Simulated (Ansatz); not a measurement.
Given:

TiAl3 (D022 type, space group I4/mmm)

```
CELL_PARAMETERS angstrom
     -1.92294     1.92294     4.30997
      1.92294    -1.92294     4.30997
      1.92294     1.92294    -4.30997
ATOMIC_POSITIONS crystal
  Al 0.50000 0.50000 0.00000
  Al 0.75000 0.25000 0.50000
  Al 0.25000 0.75000 0.50000
  Ti 0.00000 0.00000 0.00000
```

E(V) scan at fixed shape, V₀ the volume above. Symmetry pins the atoms to their sites.

Method: PBE (plane waves to 420 eV, PAW, scalar-relativistic; Ansatz, a first-principles code). k mesh 17×17×17 (Γ-centred), Fermi-Dirac smearing 0.05 eV. E stands for the smeared free energy. Stress and pressure are positive under compression. With the shape held, the modulus is that of even scaling; a crystal free to change shape is softer. TiAl3 is run without spin polarisation. TiAl3 was relaxed with its symmetry unable to fall. The zero of ΔE is the relaxed starting cell.

The scan covers V/V₀ from 0.900 to 1.100 in 13 points.

Problem. What bulk modulus at fixed cell shape B₀ follows from a third-order Birch-Murnaghan fit?

Solution. 106 GPa.

Problem. What is the fitted pressure derivative B₀′?

Solution. 4.1.

(A scan under strain: stresses follow from slopes of the energy per volume, elastic moduli from its curvatures.)
